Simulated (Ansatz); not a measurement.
# 209Bi NMR of the central transition in Bi2Te2Pb6S7

Cell: a COD entry (perhaps calculated rather than measured) whose atoms were relaxed with PBE, the cell held.

```cif
data_Bi2Te2Pb6S7
_symmetry_space_group_name_H-M 'R-3m:H'
_symmetry_Int_Tables_number 166
_cell_length_a 4.2417
_cell_length_b 4.2417
_cell_length_c 92.2762
_cell_angle_alpha 90.000
_cell_angle_beta 90.000
_cell_angle_gamma 120.000
loop_
_atom_site_label
_atom_site_type_symbol
_atom_site_symmetry_multiplicity
_atom_site_Wyckoff_symbol
_atom_site_fract_x
_atom_site_fract_y
_atom_site_fract_z
Bi Bi 6 c 0.0000 0.0000 0.0361
Te Te 6 c 0.0000 0.0000 0.6832
Pb5 Pb 6 c 0.0000 0.0000 0.7403
Pb7 Pb 6 c 0.0000 0.0000 0.4442
Pb9 Pb 6 c 0.0000 0.0000 0.1481
S11 S 6 c 0.0000 0.0000 0.3885
S13 S 6 c 0.0000 0.0000 0.0923
S15 S 6 c 0.0000 0.0000 0.7961
S17 S 3 b 0.0000 0.0000 0.5000
```

One atom of each set is listed; the run and its k-mesh use a cell of 17 atoms with edges of 30.86, 30.86, 30.86 Å.

Level of theory: DFT, PBE, plane waves and PAW, scalar-relativistic, 420 eV cutoff, Γ-centred 8×8×8 k-points, Fermi–Dirac smearing 0.02 eV (Ansatz 0.2.0).

209Bi has I = 9/2 and Q = -516.0 mb (Pyykkö 2018); at 28.2 T its Larmor frequency is ν₀ = 196.3 MHz (from the bare nuclear moment; shielding lowers the observed one by a per cent or two). Only the quadrupole interaction is simulated: positions count from each site's isotropic chemical shift, and J coupling is left out, as are shift anisotropy and dipolar coupling, which fast spinning averages.

Simulated pattern of one Bi site (fast magic-angle spinning, Gaussian broadening 0.02 kHz):

```tsv
offset (kHz)	height
-0.7355	0
-0.7182	0
-0.7009	3
-0.6837	4
-0.6664	5
-0.6491	4
-0.6318	5
-0.6146	5
-0.5973	5
-0.5800	5
-0.5627	5
-0.5455	5
-0.5282	5
-0.5109	5
-0.4936	6
-0.4764	6
-0.4591	12
-0.4418	66
-0.4245	71
-0.4073	49
-0.3900	42
-0.3727	37
-0.3554	35
-0.3382	33
-0.3209	33
-0.3036	33
-0.2863	32
-0.2690	32
-0.2518	33
-0.2345	34
-0.2172	35
-0.1999	37
-0.1827	40
-0.1654	44
-0.1481	51
-0.1308	64
-0.1136	100
-0.0963	67
-0.0790	4
-0.0617	0
```

Q: Which |C_Q| and η does the pattern imply?

A: The pattern spans 0.605 kHz before broadening and its centre of gravity is at -0.282 kHz, which fixes P_Q; the places of the horns and steps fix η. That gives P_Q = 6.32 MHz, |C_Q| = 6.32 MHz and η = 0.00. The sign of C_Q can't be read from the pattern.

An axis of threefold or higher order runs through Bi, so V_zz lies along it and η is zero.

Spin–orbit coupling is left out, which shifts gradients on Bi by a few per cent in wide-gap crystals, and can shift them far more where the calculated gap is small or absent, as here. Newer work puts Q(²⁰⁹Bi) near −420 mb, which would lower these couplings by about a fifth. With a gap of 0.4 eV on this mesh, small gradients can still move by 0.1 × 10²¹ V/m² or more as the k-mesh gets denser.
